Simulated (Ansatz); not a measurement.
AlNi:
Space group Fd-3m, origin choice 1 (No. 227); a = b = c = 5.7846 Å, α = β = γ = 90.00°

| atom | site | symmetry | x | y | z |
|---|---|---|---|---|---|
| Ni | 8b | -43m | 0.5000 | 0.5000 | 0.5000 |
| Al | 8a | -43m | 0.0000 | 0.0000 | 0.0000 |
(The calculation used a cell of 4 atoms; values per cell refer to that cell.)

Relaxed with r²SCAN.

**Question.** Which orbitals make up the states near the Fermi level in DFT-r²SCAN in the program Ansatz with PAW potentials?

**Answer.** Within 0.5 eV of the Fermi level: Ni 3d 62 %, Al 3p 26 %, outside the projected shells 5 %. Projections are on Löwdin-orthogonalised atomic valence shells; empty p or d shells of many metals are not among them.

**Question.** Tabulate the density of states.

**Answer.** States/eV per cell of 4 atoms, in 0.25 eV bins, energy from the Fermi level.

```
E (eV)  total  Ni 3d  Al 3p  Al 3s
------  -----  -----  -----  -----
-7.85    0.65   0.05   0.31   0.22
-7.60    0.71   0.07   0.37   0.20
-7.35    0.57   0.05   0.32   0.12
-7.10    0.89   0.10   0.49   0.19
-6.85    1.25   0.18   0.65   0.31
-6.60    0.85   0.14   0.43   0.21
-6.35    0.70   0.13   0.35   0.17
-6.10    0.70   0.14   0.35   0.14
-5.85    1.04   0.19   0.56   0.15
-5.60    1.23   0.25   0.64   0.16
-5.35    1.22   0.31   0.60   0.16
-5.10    1.30   0.37   0.62   0.16
-4.85    1.40   0.46   0.64   0.15
-4.60    1.56   0.58   0.68   0.14
-4.35    1.78   0.75   0.74   0.13
-4.10    2.48   1.18   1.00   0.10
-3.85    4.59   2.68   1.68   0.06
-3.60    1.65   0.95   0.60   0.02
-3.35    1.61   0.90   0.55   0.02
-3.10    3.50   2.55   0.50   0.03
-2.85    5.39   4.45   0.42   0.05
-2.60   13.75  12.53   0.85   0.02
-2.35    8.35   7.53   0.55   0.02
-2.10    3.48   3.01   0.34   0.00
-1.85    4.34   3.77   0.41   0.01
-1.60    2.22   2.03   0.14   0.00
-1.35    4.26   3.99   0.19   0.00
-1.10   10.69  10.10   0.31   0.12
-0.85    8.14   7.51   0.36   0.12
-0.60    2.91   2.26   0.42   0.08
-0.35    2.21   1.54   0.45   0.07
-0.10    1.81   1.13   0.46   0.06
0.15     1.53   0.86   0.46   0.06
0.40     1.29   0.65   0.44   0.06
0.65     1.09   0.49   0.41   0.05
0.90     0.92   0.37   0.38   0.05
1.15     0.77   0.27   0.34   0.04
1.40     0.62   0.19   0.29   0.04
1.65     0.49   0.14   0.24   0.04
1.90     1.14   0.33   0.25   0.26
2.15     2.66   0.68   0.55   0.76
2.40     2.12   0.46   0.48   0.60
2.65     1.63   0.32   0.35   0.46
2.90     1.52   0.27   0.39   0.40
3.15     1.52   0.25   0.48   0.34
3.40     1.59   0.24   0.60   0.30
3.65     1.85   0.24   0.76   0.28
3.90     1.60   0.20   0.73   0.19
4.15     1.74   0.18   0.79   0.21
4.40     1.52   0.13   0.66   0.18
4.65     1.49   0.12   0.66   0.15
4.90     1.43   0.10   0.61   0.14
```

The start of the workflow was typed in or built on a structure type; neither database checked (COD, Materials Project) lists it. It is not the phase usual at ambient conditions (space group No. 221). Symmetry was held in the r²SCAN relaxation. At this level the phase is mechanically unstable. The workflow began spin-polarised and lost its moments.

Potentials: the earlier of the program's two PAW sets.
